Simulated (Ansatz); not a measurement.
CdGeAs2 (I-42d) from a database of computed structures was relaxed with 4 functionals in Ansatz, cell and atoms free, the symmetry of the start kept (meshes: PBE 6×6×6, r2SCAN 6×6×6, PBEsol 6×6×6, LDA 6×6×6). Calculated for a static, non-magnetic cell.

The PBE result:
```cif
data_structure
_symmetry_space_group_name_H-M 'I-42d'
_symmetry_Int_Tables_number 122
_cell_length_a 6.0490
_cell_length_b 6.0490
_cell_length_c 11.4828
_cell_angle_alpha 90.000
_cell_angle_beta 90.000
_cell_angle_gamma 90.000
_cell_volume 420.16
loop_
_atom_site_label
_atom_site_type_symbol
_atom_site_symmetry_multiplicity
_atom_site_Wyckoff_symbol
_atom_site_fract_x
_atom_site_fract_y
_atom_site_fract_z
_atom_site_occupancy
Cd1 Cd 4 b 0.50000 0.00000 0.25000 1
Ge1 Ge 4 a 0.00000 0.00000 0.00000 1
As1 As 8 d 0.22326 0.75000 0.12500 1
```

Space group I-42d (No. 122), tetragonal; a = 6.049 Å, c = 11.483 Å in the conventional setting, 26.26 Å³ an atom. Cd is surrounded by 4 As at 2.67 Å; Ge is surrounded by 4 As at 2.48 Å; As is surrounded by 2 Ge at 2.48 Å and 2 Cd at 2.67 Å.

Q: Order the functionals by the relaxed volume, smallest first.
A. LDA
B. PBEsol
C. r2SCAN
D. PBE

A: A (24.22 Å³/atom), B (24.97 Å³/atom), C (25.27 Å³/atom), D (26.26 Å³/atom).

Q: What lattice does PBEsol give?

A: a = 5.942 Å, c = 11.314 Å; the volume differs by -4.9 % from PBE's. Cd has 4 As at 2.62 Å; Ge has 4 As at 2.45 Å; As has 2 Ge at 2.45 Å and 2 Cd at 2.62 Å.

Q: What lattice does r2SCAN give?

A: a = 5.980 Å, c = 11.304 Å; the volume differs by -3.8 % from PBE's. Cd has 4 As at 2.65 Å; Ge has 4 As at 2.45 Å; As has 2 Ge at 2.45 Å and 2 Cd at 2.65 Å.

Q: Held at the r2SCAN cell, what mean stress do LDA and PBE find, and does its sign point to their own minimum?

A: Yes. LDA -2.50 GPa, and its relaxed volume is -4.1 % from r2SCAN's; PBE +2.26 GPa, and its relaxed volume is +3.9 % from r2SCAN's. Compression counts positive, so a positive stress asks for a larger cell.
